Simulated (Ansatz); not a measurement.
# ErP5: from a guess to a relaxed structure

These are results of Ansatz 0.2.0, DFT PBE, scalar-relativistic, plane waves, PAW, and for the lanthanide a 4f-in-core norm-conserving potential, not measurements. Cutoff 770 eV, Gaussian smearing, Γ-centred meshes. Cell and atoms relax first on a coarse mesh and then on a finer one. In between, the cell is made exact in the group found at 0.06 Å. In metals the finer mesh still leaves noise of several meV/atom or more. The steps can't lower the symmetry of their start. No spin polarisation.

A trial structure of ErP5 was built thus: random cell by space group and Wyckoff sites (P6/mmm, No. 191). Lengths were set from tabulated atomic sizes, so they are only a guess.

```cif
data_structure
_symmetry_space_group_name_H-M 'P 1'
_symmetry_Int_Tables_number 1
_cell_length_a 4.3655
_cell_length_b 4.3655
_cell_length_c 9.2215
_cell_angle_alpha 90.000
_cell_angle_beta 90.000
_cell_angle_gamma 120.000
_cell_volume 152.20
loop_
_atom_site_label
_atom_site_type_symbol
_atom_site_fract_x
_atom_site_fract_y
_atom_site_fract_z
_atom_site_occupancy
Er1 Er 0.00000 0.00000 0.50000 1
P1 P 0.33333 0.66667 0.50000 1
P2 P 0.66667 0.33333 0.50000 1
P3 P 0.00000 0.00000 0.77865 1
P4 P 0.00000 0.00000 0.22135 1
P5 P 0.00000 0.00000 0.00000 1
```

Formation energies are uncorrected and refer to the elements' standard structures at the same level. The references include black phosphorus.

**Question.** What does it relax into?

**Answer.** The symmetry stays P6/mmm (No. 191). The volume per atom grows by 24.0 %, from 25.4 to 31.5 Å³. The shortest distance goes from 2.04 Å (P–P) to 1.94 Å (P–P). The energy falls by about 0.27 eV/atom (the start's value is from the coarse mesh). Conventional cell: a = 4.797 Å, c = 9.471 Å. Er is surrounded by 8 P at 2.77–2.79 Å; around P on a site of symmetry -6m2 lie 3 Er at 2.77 Å and 3 P at 2.77 Å; around P on a site of symmetry 6mm lie 1 P at 1.94 Å and 1 Er at 2.79 Å; P on a site of symmetry 6/mmm is surrounded by 2 P at 1.94 Å.

```
CELL_PARAMETERS angstrom
4.79749 0.00000 0.00000
-2.39875 4.15475 0.00000
0.00000 0.00000 9.47143
ATOMIC_POSITIONS crystal
Er 0.00000 0.00000 0.50000
P 0.33333 0.66667 0.50000
P 0.66667 0.33333 0.50000
P 0.00000 0.00000 0.79468
P 0.00000 0.00000 0.20532
P 0.00000 0.00000 0.00000
```

**Question.** How does it come out in energy, and is it a metal?

**Answer.**

- Formation energy: +0.48 eV/atom
- Gap on the 12×12×4 mesh of the 6-atom cell: 0 eV (a metal)

A positive value: parting into the elements would lower its energy.

The last run used Gaussian smearing of 0.10 eV. The reference form of P is held partly by dispersion forces, which this level lacks. A structure relaxed within its symmetry needn't be a true minimum. Another cell of ErP5 relaxed alike, in P6/mmm, lies 0.46 eV/atom lower, so this cell isn't the stable form at this level.

The lanthanide is trivalent by construction, without f bands, f moments or other valences. The reference runs of the other elements, and any phases without the lanthanide, used 420 eV, which shifts energies against them by under 10 meV/atom. The lanthanide's reference is the lowest of its hcp, dhcp and fcc cells.
